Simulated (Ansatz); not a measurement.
A structure of CaGeO3 relaxed with r2SCAN (plane waves to 500 eV, PAW, scalar-relativistic; Ansatz, a program for electronic structure); single points at other levels follow on the same geometry (Ansatz, PAW; HSE06 at 420 eV on a 4×3×4 k-mesh; no spin-orbit coupling). Space group Pnma (No. 62).

```cif
data_Ca4Ge4O12
_chemical_formula_sum 'Ca4 Ge4 O12'
_space_group_name_H-M_alt 'Pnma'
_space_group_IT_number 62
_space_group_name_Hall '-P 2ac 2n'
_cell_length_a 5.28547
_cell_length_b 7.44850
_cell_length_c 5.26102
_cell_angle_alpha 90.000
_cell_angle_beta 90.000
_cell_angle_gamma 90.000
loop_
_atom_site_label
_atom_site_type_symbol
_atom_site_symmetry_multiplicity
_atom_site_Wyckoff_symbol
_atom_site_fract_x
_atom_site_fract_y
_atom_site_fract_z
_atom_site_occupancy
Ca1 Ca 4 c 0.03499 0.75000 0.49304 1
Ge1 Ge 4 a 0.00000 0.00000 0.00000 1
O1 O 4 c 0.01176 0.25000 0.06761 1
O2 O 8 d 0.21455 0.03515 0.71369 1
```

```tsv
level	gap (eV)	kind	conduction minimum
r2SCAN	2.88	indirect	Γ
HSE06	___	–	___
```

**Question.** Complete the blanks.

**Answer.** 
- HSE06, gap (eV): 3.89
- HSE06, conduction minimum: Γ

HSE06 gaps come from a coarse mesh plus a few chosen points, so they may be too large. For this cell size the semilocal gaps come from the SCF mesh and high-symmetry points. No spin polarisation in the result.

The run could not lose the symmetry of its start.

The first start was generated by placing the elements on the sites of a structure type. A measured structure of CaGeO3 has the same space group, Pnma (No. 62); the sites were not compared with it.
